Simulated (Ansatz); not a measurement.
Y₃W: from a trial structure to a relaxed crystal

All numbers below come from Ansatz 0.2.0, DFT r2SCAN, scalar-relativistic, plane waves, PAW. Cutoff 500 eV, Γ-centred k mesh, Gaussian smearing, no spin polarisation in the final step.

Y₃W was placed on the Cu3Au (L1_2) structure type (Pm-3m, No. 221), with W in place of Au, Y in place of Cu, at a guessed volume.

```yaml
crystal:
  lattice:
    - [4.54648, 0.00000, 0.00000]
    - [0.00000, 4.54648, 0.00000]
    - [0.00000, 0.00000, 4.54648]
  atoms:
    - { symbol: Y, position: [0.00000, 0.50000, 0.50000] }
    - { symbol: Y, position: [0.50000, 0.00000, 0.50000] }
    - { symbol: Y, position: [0.50000, 0.50000, 0.00000] }
    - { symbol: W, position: [0.00000, 0.00000, 0.00000] }
```

Cell and atoms relax at zero pressure; the relaxation can't lower the symmetry of the start. After a coarse first stage the cell is made exact in the group found at 0.06 Å.

**Question.** Describe the relaxed structure.

**Answer.** It keeps Pm-3m (No. 221). The result has the Cu3Au (L1_2) structure. Conventional cell: a = 4.698 Å. Around Y lie 4 W at 3.32 Å and 8 Y at 3.32 Å; around W lie 12 Y at 3.32 Å.

```
Y W
1.0
     4.69824    0.00000    0.00000
     0.00000    4.69824    0.00000
     0.00000    0.00000    4.69824
Y W
3 1
Direct
  0.00000 0.50000 0.50000
  0.50000 0.00000 0.50000
  0.50000 0.50000 0.00000
  0.00000 0.00000 0.00000
```

**Question.** What are its volume, density and gap?

**Answer.** The volume per atom is 25.93 Å³, the density is 7.21 g/cm³ and the gap on the 10×10×10 mesh is 0 eV (a metal).

The final run used a 10×10×10 mesh on its 4-atom cell and 0.10 eV smearing. Spin–orbit coupling is left out. Symmetry constrained the relaxation, so the result can be a saddle point. The steps took of the order of 2.2 core-minutes in all.